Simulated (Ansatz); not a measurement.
**OsF₃ in the ReO3-type structure**

Method: PBE, scalar-relativistic; collinear spin; PAW, 420 eV, Γ-centred 10×10×10 mesh, 0.05 eV Gaussian smearing; code Ansatz; PAW files: Ansatz's generated set soft_2.

```
CELL_PARAMETERS angstrom
4.03017 0.00000 0.00000
0.00000 4.03017 0.00000
0.00000 0.00000 4.03017
ATOMIC_POSITIONS crystal
Os 0.00000 0.00000 0.00000
F 0.50000 0.00000 0.00000
F 0.00000 0.00000 0.50000
F 0.00000 0.50000 0.00000
```

The structure was built from a prototype; whether the compound forms in it isn't claimed. The ideal cubic cell shuts out tilts of the octahedra, which such structures often take.

Magnetic state: ferromagnetic, site spin moments Os 0.14 μB.

Path: Γ–X–M–Γ–R–X | R–M, with Γ = (0.000, 0.000, 0.000), X = (0.000, 0.500, 0.000), M = (0.500, 0.500, 0.000), R = (0.500, 0.500, 0.500) in reciprocal vectors of the calculation's cell.

Question: Is it a metal or an insulator, and if it has a gap, where are the band edges on this path?

Answer: A metal: bands cross the Fermi level.

Levels between -3 and 5 eV from the Fermi level at the path's named points:
```tsv
point	spin	below E_F (eV)	above E_F (eV)
Γ	up	-1.93 -1.93 -1.93	0.07 0.07 2.13
Γ	down	-1.76 -1.76 -1.76	0.17 0.17 2.18
X	up	-1.91 -0.54 -0.54	0.09 1.71
X	down	-1.73 -0.38 -0.38	0.19 1.79
M	up	-0.52 -0.52	0.35 0.86 4.42
M	down	-0.36 -0.36	0.51 0.95 4.49
R	up		0.36 0.36 0.36 4.42 4.42
R	down		0.52 0.52 0.52 4.50 4.50
```

For elements this heavy, spin–orbit coupling would shift levels and gaps; it isn't included here. So small a moment in a metal hangs on mesh and smearing, and semilocal functionals can overstate it, so the real crystal may have none. Site moments are of spin, integrated over atomic spheres.
